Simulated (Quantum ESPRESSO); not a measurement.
## Al2ZnF7Cl (one run as intended and one with a planted mistake)

Simulated, not a measurement. The program is pw.x of Quantum ESPRESSO 7.5 (plane-wave density functional theory). The cell is made up: 11 atoms on a rutile lattice with one site empty, with randomly drawn elements, strain and displacements, not relaxed. PseudoDojo standard norm-conserving files (v0.5 for PBE, v0.4.1 for LDA and PBEsol) set the functional; there is no spin polarisation, spin-orbit coupling or dispersion term, and the masses in the input are unused placeholders.

Intended input:

```
&control calculation='scf', pseudo_dir='./dojo.nc.sr.pbe.v0_5.standard.upf', outdir='./o', disk_io='medium', tprnfor=.true., tstress=.true. /
&system ibrav=0, nat=11, ntyp=4, nbnd=47, ecutwfc=84.00895049, nosym=.true., tot_charge=0,
 occupations='smearing', smearing='fd', degauss=0.0018374661
/
&electrons conv_thr=7.350e-09, electron_maxstep=60, /
ATOMIC_SPECIES
Al 1.0 Al.upf
Cl 1.0 Cl.upf
F 1.0 F.upf
Zn 1.0 Zn.upf
CELL_PARAMETERS angstrom
4.6338 -0.0581 0.0242
-0.0581 4.65 0.0173
0.0322 0.0231 6.2723
ATOMIC_POSITIONS angstrom
Al 2.3941 2.4253 1.4384
Zn -0.018 0.1579 3.0611
Al 2.2322 2.3307 4.8607
F 1.4531 1.3968 0.037
F 3.1169 3.1524 -0.0915
F 3.8874 0.7749 1.7226
F 0.8391 3.6215 1.546
F 1.4032 1.5264 3.1515
Cl 3.1149 3.1756 3.1407
F 3.6784 0.9388 4.6506
F 0.9304 3.8747 4.6729
K_POINTS automatic
5 5 4 1 1 1
```

The log is shortened where brackets say so; the opening notice, blank lines, dates and the lines on written files are dropped, and the path of the files is cut. It prints rydbergs, bohrs and kilobars, and counts compression as positive stress. Where no state is partly filled, the Fermi energy that it prints is only some level between the filled and the empty states on the mesh, and need not lie in the true gap.

Log of the intended run:

```
     Program PWSCF v.7.5
     Parallel version (MPI & OpenMP), running on       1 processor cores
     Number of MPI processes:                 1
     Threads/MPI process:                     1
     [start-up lines left out]
     bravais-lattice index     =            0
     lattice parameter (alat)  =       8.7574  a.u.
     unit-cell volume          =     911.8593 (a.u.)^3
     number of atoms/cell      =           11
     number of atomic types    =            4
     number of electrons       =        82.00
     number of Kohn-Sham states=           47
     kinetic-energy cutoff     =      84.0090  Ry
     charge density cutoff     =     336.0358  Ry
     scf convergence threshold =      7.3E-09
     mixing beta               =       0.7000
     number of iterations used =            8  plain     mixing
     Exchange-correlation= PBE
                           (   1   4   3   4   0   0   0)
     [axes and pseudopotential details left out]
   Cartesian axes
     site n.     atom                  positions (alat units)
         1        Al     tau(   1) = (   0.5166125   0.5233451   0.3103861  )
         2        Zn     tau(   2) = (  -0.0038841   0.0340726   0.6605416  )
         3        Al     tau(   3) = (   0.4816768   0.5029317   1.0488695  )
         4        F      tau(   4) = (   0.3135582   0.3014095   0.0079841  )
         5        F      tau(   5) = (   0.6725824   0.6802428  -0.0197444  )
         6        F      tau(   6) = (   0.8388453   0.1672123   0.3717124  )
         7        F      tau(   7) = (   0.1810658   0.7814679   0.3336047  )
         8        F      tau(   8) = (   0.3027905   0.3293753   0.6800486  )
         9        Cl     tau(   9) = (   0.6721509   0.6852491   0.6777181  )
        10        F      tau(  10) = (   0.7937461   0.2025796   1.0035330  )
        11        F      tau(  11) = (   0.2007670   0.8361048   1.0083450  )
     number of k points=    50  Fermi-Dirac smearing, width (Ry)=  0.0018
                       cart. coord. in units 2pi/alat
        k(    1) = (   0.1007926   0.1005799   0.0914672), wk =   0.0400000
        k(    2) = (   0.0998192   0.0998805   0.2761848), wk =   0.0400000
     [further k points left out]
     Dense  grid:    94901 G-vectors     FFT dimensions: (  54,  54,  72)
     Estimated max dynamical RAM per process >     140.98 MB
     Initial potential from superposition of free atoms
     starting charge      81.9949, renormalised to      82.0000
     Starting wfcs are   50 randomized atomic wfcs
     total cpu time spent up to now is       21.0 secs
     per-process dynamical memory:    89.7 Mb
     Self-consistent Calculation
     iteration #  1     ecut=    84.01 Ry     beta= 0.70
     Davidson diagonalization with overlap
     ethr =  1.00E-02,  avg # of iterations =  4.7
     total cpu time spent up to now is       73.5 secs
     total energy              =    -805.54312939 Ry
     estimated scf accuracy    <       1.26680200 Ry
     iteration #  2     ecut=    84.01 Ry     beta= 0.70
     Davidson diagonalization with overlap
     ethr =  1.54E-03,  avg # of iterations =  2.4
     total cpu time spent up to now is      118.2 secs
     total energy              =    -805.87375620 Ry
     estimated scf accuracy    <       1.05041248 Ry
     [iterations 3 to 8 left out]
     iteration #  9     ecut=    84.01 Ry     beta= 0.70
     Davidson diagonalization with overlap
     ethr =  6.34E-10,  avg # of iterations =  2.0
     total cpu time spent up to now is      470.0 secs
     total energy              =    -806.09013054 Ry
     estimated scf accuracy    <       0.00000005 Ry
     iteration # 10     ecut=    84.01 Ry     beta= 0.70
     Davidson diagonalization with overlap
     ethr =  6.30E-11,  avg # of iterations =  2.2
     total cpu time spent up to now is      509.5 secs
     End of self-consistent calculation
     [lines on levels left out]
     the Fermi energy is     5.4482 ev
!    total energy              =    -806.09013055 Ry
     estimated scf accuracy    <          3.1E-09 Ry
     smearing contrib. (-TS)   =       0.00000000 Ry
     internal energy E=F+TS    =    -806.09013055 Ry
     The total energy is F=E-TS. E is the sum of the following terms:
     one-electron contribution =    -605.07162992 Ry
     hartree contribution      =     343.66751848 Ry
     xc contribution           =    -136.36186222 Ry
     ewald contribution        =    -408.32415689 Ry
     convergence has been achieved in  10 iterations
     Forces acting on atoms (cartesian axes, Ry/au):
     atom    1 type  1   force =    -0.12485736   -0.07048823   -0.13273608
     atom    2 type  4   force =     0.13593969   -0.03731754    0.15062826
     atom    3 type  1   force =    -0.05870286   -0.05810119    0.04244141
     atom    4 type  3   force =     0.04484984    0.04929326    0.00568609
     atom    5 type  3   force =    -0.01184626   -0.01791074    0.02742475
     atom    6 type  3   force =    -0.14815851    0.14734861   -0.17914287
     atom    7 type  3   force =     0.08004104   -0.05910909   -0.00895719
     atom    8 type  3   force =     0.01413894   -0.00394050    0.01219144
     atom    9 type  2   force =     0.08592115    0.06456409    0.05295348
     atom   10 type  3   force =    -0.06598056    0.06089227    0.02483814
     atom   11 type  3   force =     0.04865489   -0.07523093    0.00467257
     Total force =     0.460684     Total SCF correction =     0.000080
     Computing stress (Cartesian axis) and pressure
          total   stress  (Ry/bohr**3)                   (kbar)     P=       63.58
   0.00025630   0.00102191   0.00023126           37.70      150.33       34.02
   0.00102191   0.00029691  -0.00013903          150.33       43.68      -20.45
   0.00023126  -0.00013903   0.00074333           34.02      -20.45      109.35
     init_run     :     18.13s CPU     20.83s WALL (       1 calls)
     electrons    :    459.34s CPU    488.56s WALL (       1 calls)
     forces       :      6.65s CPU      6.72s WALL (       1 calls)
     stress       :     33.58s CPU     33.70s WALL (       1 calls)
     [timing details left out]
     PWSCF        :   8m38.01s CPU   9m10.42s WALL
     JOB DONE.
```

A second run has one planted mistake: two atoms have their elements exchanged. The input lines that differ, file-writing options aside:

```
- Cl 3.1149 3.1756 3.1407
+ F 3.1149 3.1756 3.1407
- F 0.9304 3.8747 4.6729
+ Cl 0.9304 3.8747 4.6729
```

Its log:

```
     Program PWSCF v.7.5
     Parallel version (MPI & OpenMP), running on       1 processor cores
     Number of MPI processes:                 1
     Threads/MPI process:                     1
     [start-up lines left out]
     bravais-lattice index     =            0
     lattice parameter (alat)  =       8.7574  a.u.
     unit-cell volume          =     911.8593 (a.u.)^3
     number of atoms/cell      =           11
     number of atomic types    =            4
     number of electrons       =        82.00
     number of Kohn-Sham states=           47
     kinetic-energy cutoff     =      84.0090  Ry
     charge density cutoff     =     336.0358  Ry
     scf convergence threshold =      7.3E-09
     mixing beta               =       0.7000
     number of iterations used =            8  plain     mixing
     Exchange-correlation= PBE
                           (   1   4   3   4   0   0   0)
     [axes and pseudopotential details left out]
   Cartesian axes
     site n.     atom                  positions (alat units)
         1        Al     tau(   1) = (   0.5166125   0.5233451   0.3103861  )
         2        Zn     tau(   2) = (  -0.0038841   0.0340726   0.6605416  )
         3        Al     tau(   3) = (   0.4816768   0.5029317   1.0488695  )
         4        F      tau(   4) = (   0.3135582   0.3014095   0.0079841  )
         5        F      tau(   5) = (   0.6725824   0.6802428  -0.0197444  )
         6        F      tau(   6) = (   0.8388453   0.1672123   0.3717124  )
         7        F      tau(   7) = (   0.1810658   0.7814679   0.3336047  )
         8        F      tau(   8) = (   0.3027905   0.3293753   0.6800486  )
         9        F      tau(   9) = (   0.6721509   0.6852491   0.6777181  )
        10        F      tau(  10) = (   0.7937461   0.2025796   1.0035330  )
        11        Cl     tau(  11) = (   0.2007670   0.8361048   1.0083450  )
     number of k points=    50  Fermi-Dirac smearing, width (Ry)=  0.0018
                       cart. coord. in units 2pi/alat
        k(    1) = (   0.1007926   0.1005799   0.0914672), wk =   0.0400000
        k(    2) = (   0.0998192   0.0998805   0.2761848), wk =   0.0400000
     [further k points left out]
     Dense  grid:    94901 G-vectors     FFT dimensions: (  54,  54,  72)
     Estimated max dynamical RAM per process >     140.98 MB
     Initial potential from superposition of free atoms
     starting charge      81.9949, renormalised to      82.0000
     Starting wfcs are   50 randomized atomic wfcs
     total cpu time spent up to now is       24.9 secs
     per-process dynamical memory:   108.2 Mb
     Self-consistent Calculation
     iteration #  1     ecut=    84.01 Ry     beta= 0.70
     Davidson diagonalization with overlap
     ethr =  1.00E-02,  avg # of iterations =  4.2
     total cpu time spent up to now is       97.5 secs
     total energy              =    -805.68026357 Ry
     estimated scf accuracy    <       1.18918524 Ry
     iteration #  2     ecut=    84.01 Ry     beta= 0.70
     Davidson diagonalization with overlap
     ethr =  1.45E-03,  avg # of iterations =  2.0
     total cpu time spent up to now is      150.7 secs
     total energy              =    -806.01000029 Ry
     estimated scf accuracy    <       0.86586147 Ry
     [iterations 3 to 8 left out]
     iteration #  9     ecut=    84.01 Ry     beta= 0.70
     Davidson diagonalization with overlap
     ethr =  7.58E-10,  avg # of iterations =  2.0
     total cpu time spent up to now is      588.0 secs
     total energy              =    -806.18450174 Ry
     estimated scf accuracy    <       0.00000003 Ry
     iteration # 10     ecut=    84.01 Ry     beta= 0.70
     Davidson diagonalization with overlap
     ethr =  4.23E-11,  avg # of iterations =  2.0
     total cpu time spent up to now is      650.2 secs
     End of self-consistent calculation
     [lines on levels left out]
     the Fermi energy is     5.8920 ev
!    total energy              =    -806.18450175 Ry
     estimated scf accuracy    <          4.1E-09 Ry
     smearing contrib. (-TS)   =       0.00000000 Ry
     internal energy E=F+TS    =    -806.18450175 Ry
     The total energy is F=E-TS. E is the sum of the following terms:
     one-electron contribution =    -605.53892801 Ry
     hartree contribution      =     343.95877085 Ry
     xc contribution           =    -136.28018769 Ry
     ewald contribution        =    -408.32415689 Ry
     convergence has been achieved in  10 iterations
     Forces acting on atoms (cartesian axes, Ry/au):
     atom    1 type  1   force =    -0.05789470    0.00071714    0.05234133
     atom    2 type  4   force =     0.03423129   -0.06185140    0.06856812
     atom    3 type  1   force =     0.09476240   -0.13457070   -0.05679240
     atom    4 type  3   force =     0.04962103    0.04735610    0.02131478
     atom    5 type  3   force =    -0.00104694   -0.02304197    0.04616859
     atom    6 type  3   force =    -0.15169623    0.14079108   -0.15867760
     atom    7 type  3   force =     0.08916243   -0.06446389   -0.00732734
     atom    8 type  3   force =     0.06455536    0.03797188   -0.01231075
     atom    9 type  3   force =    -0.01226522   -0.03967952   -0.04740224
     atom   10 type  3   force =    -0.08224797    0.08229095    0.01802043
     atom   11 type  2   force =    -0.02718144    0.01448033    0.07609708
     Total force =     0.405503     Total SCF correction =     0.000180
     Computing stress (Cartesian axis) and pressure
          total   stress  (Ry/bohr**3)                   (kbar)     P=       31.74
   0.00021252   0.00010714   0.00034040           31.26       15.76       50.08
   0.00010714   0.00033985  -0.00032930           15.76       49.99      -48.44
   0.00034040  -0.00032930   0.00009502           50.08      -48.44       13.98
     init_run     :     24.20s CPU     24.76s WALL (       1 calls)
     electrons    :    597.57s CPU    625.30s WALL (       1 calls)
     forces       :     10.86s CPU     10.98s WALL (       1 calls)
     stress       :     40.01s CPU     40.16s WALL (       1 calls)
     [timing details left out]
     PWSCF        :  11m13.15s CPU  11m43.14s WALL
     JOB DONE.
```

```
                                            intended run  run with the mistake
                          free energy (eV)    -10967.415            -10968.699
                    smearing term -TS (eV)        0.0000                0.0000
                            pressure (GPa)          6.36                  3.17
            largest force component (eV/Å)         4.606                 4.080
largest change of a force component (eV/Å)                               4.759
                                iterations            10                    10
```

For scale, a rerun of the intended cell at 1437 eV and a 7 x 7 x 6 mesh moved values by no more than 0.004 eV in energy, 0.02 GPa in stress and 0.002 eV/Å in force.